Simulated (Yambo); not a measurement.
NaF (rock salt, space group Fm-3m, No. 225): one transition space (10×10×10 mesh, 3 valence and 1 conduction bands, Tamm-Dancoff) with different kernels in Yambo, on PBEsol orbitals; field along x. BSE alone uses the static screening with 15 bands and a 4 Ry block; its scissor and those of RPA and TDDFT come from G0W0, that of the TDHF-type run from bare exchange.

```csv
kernel,scissor (eV),direct gap with it (eV),lowest state (eV)
BSE (screened electron-hole attraction),4.56,10.78,___
RPA (no attraction),4.56,10.78,10.78 (weak)
"TDHF-type (unscreened attraction, exchange-only scissor)",12.24,18.46,___
```

Some entries are withheld; supply them.


- BSE (screened electron-hole attraction), lowest state (eV): 8.88 (strong)
- TDHF-type (unscreened attraction, exchange-only scissor), lowest state (eV): 13.82 (strong)

RPA leaves the lowest state at the direct gap: no bound exciton. These are vertical excitations (zero momentum). Spin singlets only. Strong means a line over 3 % of the spectrum's maximum, dark under 0.03 %. Absolute energies carry the error of the G0W0 scissor, whose convergence isn't established. Convergence of the binding with the mesh was not shown.

Geometry relaxed with PBEsol; primitive cell a = 3.272 Å, b = 3.272 Å, c = 3.272 Å, α = 60.00°, β = 60.00°, γ = 60.00°.
